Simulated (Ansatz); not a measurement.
SiNi₂:
```
SiNi2
1.0
    4.92305     0.00000     0.00000
    0.00000     3.69584     0.00000
    0.00000     0.00000     7.00392
Si Ni
4 8
Direct
  0.29141   0.25000   0.61346
  0.70859   0.75000   0.38654
  0.20859   0.75000   0.11346
  0.79141   0.25000   0.88654
  0.45777   0.25000   0.29278
  0.54223   0.75000   0.70722
  0.04223   0.75000   0.79278
  0.95777   0.25000   0.20722
  0.32886   0.25000   0.93976
  0.67114   0.75000   0.06024
  0.17114   0.75000   0.43976
  0.82886   0.25000   0.56024
```

Relaxed with PBEsol. Special points in fractions of this cell's reciprocal vectors: Γ (0.000, 0.000, 0.000); X (0.500, 0.000, 0.000); S (0.500, 0.500, 0.000); Y (0.000, 0.500, 0.000); Z (0.000, 0.000, 0.500); U (0.500, 0.000, 0.500); R (0.500, 0.500, 0.500); T (0.000, 0.500, 0.500).

Problem. List the band energies nearest the Fermi level at these points for the program Ansatz at the PBEsol level (PAW).

Solution. In eV from the Fermi level; about four levels below and three above (degenerate sets whole), none deeper than 8.9 eV; points with the same levels are listed once.

```csv
k,below,above
Γ,-0.98 -0.95 -0.61 -0.14,0.74 0.95 1.75
X,-1.10 -1.10 -0.96 -0.96,1.24 1.24 2.04 2.04
S,-0.77 -0.77 -0.77 -0.77,0.02 0.02 0.02 0.02
Y,-0.96 -0.96 -0.94 -0.94,0.77 0.77 1.36 1.36
Z,-1.07 -1.07 -0.36 -0.36,0.21 0.21 1.40 1.40
U,-0.97 -0.97 -0.55 -0.55,0.27 0.27 1.88 1.88
R,-0.72 -0.72 -0.72 -0.72,0.50 0.50 0.50 0.50
T,-0.42 -0.42 -0.35 -0.35,1.28 1.28 2.06 2.06
```

Space group Pnma. The PBEsol relaxation kept the symmetry of its start; of distortions, only those at the zone centre were tested. The run is not spin-polarised.

Potentials: the earlier of the program's two PAW sets.
